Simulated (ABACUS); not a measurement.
Consider a self-consistent single point of HgTe (F-43m, 2 atoms in the cell; from Materials Project mp-2730).

```xyz
2
Lattice="0.0000 3.2900 3.2900 3.2900 0.0000 3.2900 3.2900 3.2900 0.0000" Properties=species:S:1:pos:R:3 pbc="T T T"
Hg     0.0000     0.0000     0.0000
Te     1.6450     1.6450     1.6450
```

Computed with PBE-D3(zero damping), numerical atomic orbitals TZP (confined pseudo-atomic orbitals with Gaussian additions; energy shift 0.003 Ry), PseudoDojo 0.5 standard norm-conserving PBE (tails mended) pseudopotentials run with ABACUS 3.10.1.

ABACUS settings:

| setting | value |
|---|---|
| basis | TZP numerical atomic orbitals, energy shift 0.003 Ry |
| KPT | Gamma 12 12 12 0 0 0 |
| basis_type | lcao |
| dft_functional | PBE |
| ecutwfc | 100 Ry |
| smearing_method | mv |
| smearing_sigma | 0.00734986 Ry |
| vdw_method | d3_0 |
| potentials | PseudoDojo 0.5 standard norm-conserving PBE (tails mended) |
| symmetry | 1 |
| symmetry_prec | 1e-05 |
| ks_solver | genelpa |
| scf_nmax | 100 |
| scf_thr | 1.0e-07 |
| mixing_type | broyden |
| mixing_beta | 0.7 |

**Question.** Estimate, at this level of theory: pressure and dispersion energy.

**Answer.** The run gave:

```
Quantity              Result
-----------------  ---------
Pressure           -0.38 GPa
Dispersion energy  -0.566 eV
```

For comparison: a first run (DFT, PBE, numerical atomic orbitals TZP (confined pseudo-atomic orbitals with Gaussian additions; energy shift 0.003 Ry), PseudoDojo 0.5 standard norm-conserving PBE (tails mended) pseudopotentials) was changed to give this one (vdw_method: default → d3_0), and from it to this one the pressure goes from 1.40 to -0.38 GPa.

The atom-centred basis is finite, which shifts total energies and pressures against plane waves. The structure comes from a collection of computed structures, made at another level of theory; the collection holds predicted forms beside known ones.

Cost on one core: around 13 core-seconds (rough).

The atomic orbitals were generated for these runs; they are not ABACUS's published sets and were checked against plane waves on a few crystals only.

“Tails mended”: in these copies of the files the far tail of each local potential was reset to the Coulomb form.
